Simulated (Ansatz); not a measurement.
Sensitivity of the gradients in CdS with a Cd vacancy to the input

Cell: a supercell of CdS (wurtzite type, P6_3mc) built from a structure deposited in the COD, with all atoms left at the host's positions.

Space group P3m1 (No. 156); a = 8.3000, c = 13.4740 Å, γ = 120.00°.

```
site  Wyckoff  site symmetry       x       y       z
 Cd1       1a            3m.  0.0000  0.0000  0.5000
 Cd2       3d            .m.  0.0000  0.5000  0.0000
 Cd3       3d            .m.  0.0000  0.5000  0.5000
 Cd8       3d            .m.  0.1667  0.8333  0.2500
 Cd9       3d            .m.  0.1667  0.8333  0.7500
Cd14       1c            3m.  0.6667  0.3333  0.2500
Cd15       1c            3m.  0.6667  0.3333  0.7500
 S16       1a            3m.  0.0000  0.0000  0.1875
 S17       1a            3m.  0.0000  0.0000  0.6875
 S18       3d            .m.  0.0000  0.5000  0.1875
 S19       3d            .m.  0.0000  0.5000  0.6875
 S24       3d            .m.  0.1667  0.8333  0.4375
 S25       3d            .m.  0.1667  0.8333  0.9375
 S30       1c            3m.  0.6667  0.3333  0.4375
 S31       1c            3m.  0.6667  0.3333  0.9375
```

One atom of each set is listed.

Reference run. Level of theory: DFT, PBE, plane waves and PAW, scalar-relativistic, 420 eV cutoff, Γ-centred 3×3×2 k-points, Fermi–Dirac smearing 0.01 eV, cell charge -2 (Ansatz 0.2.0).

(1) The input is changed as follows: `hamiltonian.pseudopotentials`: {kind: paw} → {kind: paw, source: ansatz}. What happens to V_zz (10²¹ V/m²) and η?

## Answers

(1) 

```tsv
site	V_zz reference	η reference	V_zz changed	η changed
Cd1	-1.84	0.00	-1.91	0.00
Cd2	3.91	0.41	4.07	0.41
Cd3	-1.41	0.24	-1.47	0.24
Cd8	-2.89	0.28	-3.05	0.30
Cd9	-4.47	0.19	-4.71	0.18
Cd14	1.09	0.00	1.16	0.00
Cd15	-1.77	0.00	-1.86	0.00
S16	-8.01	0.00	-8.01	0.00
S17	0.53	0.00	0.53	0.00
S19	0.93	0.37	0.93	0.37
S25	-10.61	0.28	-10.61	0.28
S31	2.67	0.00	2.67	0.00
```

The largest change of V_zz is on Cd9, from -4.47 to -4.71. In per cent, |V_zz| changes by +4 to +6 on Cd, 0 to +1 on S (all sites that start above 0.5). The table leaves out 3 of the 15 sites, with |V_zz| up to 1.34; their tensors move by 0.01 at most along any direction. The statements above cover all sites. The cutoff that the program takes moves with it, from 420 to 520 eV. The changed run reads another set of PAW files. SCF iterations: 10 and 10.

On the reference run: The defect repeats with the cell of 31 atoms, so it feels its images: sites between two images don't show the values beside a lone defect, and zeros or small values of η there can come from the images' arrangement. Cd and S carry a gradient in the pure host already, so the values there aren't the defect's effect alone. A uniform background compensates the cell's charge. Without spin–orbit coupling (the program notes it for Cd) the gradients can shift somewhat, as the gap is small. With a gap of 0.3 eV on this mesh, small gradients can still move by 0.1 × 10²¹ V/m² or more as the k-mesh gets denser. The neighbours have not yet relaxed around the defect (largest force 0.90 eV/Å), so a real crystal will differ.
